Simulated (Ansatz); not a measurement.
Cu₃Pd, DFT, PBEsol, all-electron PAW with datasets made for the crystal, scalar-relativistic (Ansatz 0.2.0), run on 1 thread of Intel(R) Xeon(R) Platinum 8488C (Sapphire Rapids) on a shared host.

The cell comes from COD entry 1525112, which wasn't checked; take it as a given geometry. The listed cell was then made from it by scaling, straining or moving an atom.

Command: `ansatz run input.yaml --threads 1 --pin off --max-ram 4096MiB --backend cpu --events-out ev --progress --plain --runs-dir out`

```yaml
crystal:
  lattice:
    - [3.6721871718, 0.0, 0.0]
    - [0.0, 3.6721871718, 0.0]
    - [0.0, 0.0, 3.6344422131]
  atoms:
    - { symbol: Cu, position: [0.0, 0.5, 0.5] }
    - { symbol: Cu, position: [0.5, 0.0, 0.5] }
    - { symbol: Cu, position: [0.5, 0.5, 0.0] }
    - { symbol: Pd, position: [0.0, 0.0, 0.0] }
kpoints:
  mp_grid: { grid: [11, 11, 11] }
scf:
  occupations: { method: fermi_dirac, width: 0.05 }
hamiltonian:
  xc: pbesol
  pseudopotentials: { kind: all_electron, datasets: crystal }
output:
  forces: true
  stress: true
  eigenvalues: true
  efg: { contact_densities: true }
```

(1) How large is the problem that the program sets up?

(2) Estimate the wall time and the peak memory.

(3) And the same cell and mesh by PAW with the default files, asked for forces, stress, eigenvalues, efg, write_density, write_potential, elf, on the same hardware?

## Answers

(1) 126 irreducible k-points, 587 plane waves at Γ, 26 bands.

(2) 62 s of wall time for 13 SCF iterations, with a peak of 1.1 GiB. Times on shared machines scatter by tens of per cent.

(3) 24 s, peak memory 0.56 GiB.
